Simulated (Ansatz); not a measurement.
Relaxed-ion elastic tensor of AlN (CsCl type, space group No. 221) in GPa (Voigt order), PBEsol (plane waves, PAW; program Ansatz); density 3.90 g/cm³, 8.72 Å³ per atom.

|  | 1 | 2 | 3 | 4 | 5 | 6 |
|---|---|---|---|---|---|---|
| 1 | 654 | -21.7 | -21.7 | 0.0 | 0.0 | 0.0 |
| 2 | -21.7 | 654 | -21.7 | 0.0 | 0.0 | 0.0 |
| 3 | -21.7 | -21.7 | 654 | 0.0 | 0.0 | 0.0 |
| 4 | 0.0 | 0.0 | 0.0 | -134 | 0.0 | 0.0 |
| 5 | 0.0 | 0.0 | 0.0 | 0.0 | -134 | 0.0 |
| 6 | 0.0 | 0.0 | 0.0 | 0.0 | 0.0 | -134 |

Question: Is the crystal mechanically stable?

Answer: No: the smallest eigenvalue of C is -134 GPa.

Space group Pm-3m (CsCl type). A made-up cell: these elements were put on the sites of a structure type; neither database checked (COD, Materials Project) lists it. It is not the phase usual at ambient conditions (space group No. 186, 216). Symmetry was held in the PBEsol relaxation. At this level the phase is mechanically unstable. As this level gives no gap, shear constants depend on the k-mesh and smearing (Fermi–Dirac, 0.1 eV here).

Potentials: the later of the program's two PAW sets.
